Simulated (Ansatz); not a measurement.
## Computed energy against volume: HfS2 (CdI2 type)

HfS₂ (CdI2 type)

Space group P-3m1 (No. 164); a = b = 3.606 Å, c = 5.768 Å, α = β = 90.00°, γ = 120.00°

| atom | site | symmetry | x | y | z |
|---|---|---|---|---|---|
| Hf | 1a | -3m. | 0.0000 | 0.0000 | 0.0000 |
| S | 2d | 3m. | 0.3333 | 0.6667 | 0.2525 |

E(V) scan at fixed shape, V₀ the volume above. The atoms relax within the cell's symmetry.

The numbers are results of PBE-D3(BJ) (plane waves to 420 eV, PAW, scalar-relativistic; Ansatz, a program for electronic structure), not measurements. k mesh 11×11×6 (Γ-centred), Fermi-Dirac smearing 0.05 eV. Energies are smeared free energies. Compression counts positive. With the shape held, the modulus is that of even scaling; a crystal free to change shape is softer. HfS2 is run without spin polarisation. HfS2 was relaxed with its symmetry unable to fall. Spin-orbit coupling is left out, though Hf is heavy. ΔE is measured from the relaxed starting cell.

| V (Å³/atom) | ΔE (kJ/mol of atoms) | P (GPa) |
|---|---|---|
| 18.183 | 10.4 | 11.6 |
| 19.049 | 5.4 | 7.8 |
| 19.915 | 2.2 | 4.6 |
| 20.781 | 0.5 | 2.1 |
| 21.646 | 0.0 | 0.0 |
| 22.512 | 0.4 | -1.7 |
| 23.378 | 1.7 | -3.0 |
| 24.244 | 3.6 | -4.2 |
| 25.110 | 6.0 | -5.1 |

Read from the data:

```
Quantity                                                                      Result
---------------------------------------------------------------------  -------------
Pressure at the smallest volume                                             11.6 GPa
Energy cost of the largest compression                                  108 meV/atom
Energy cost of the largest expansion                                     62 meV/atom
Bulk modulus at fixed cell shape B₀ (third-order Birch-Murnaghan fit)       46.2 GPa
Pressure derivative B₀′ (fit)                                                    4.2
Equilibrium volume of the fit                                          21.65 Å³/atom
Pressure for 5 % compression (fit)                                           2.6 GPa
```

The 9 points together took around 100 core-seconds (rough).

(Under strain, the slope of the energy per volume gives the stress and its curvature an elastic modulus.)
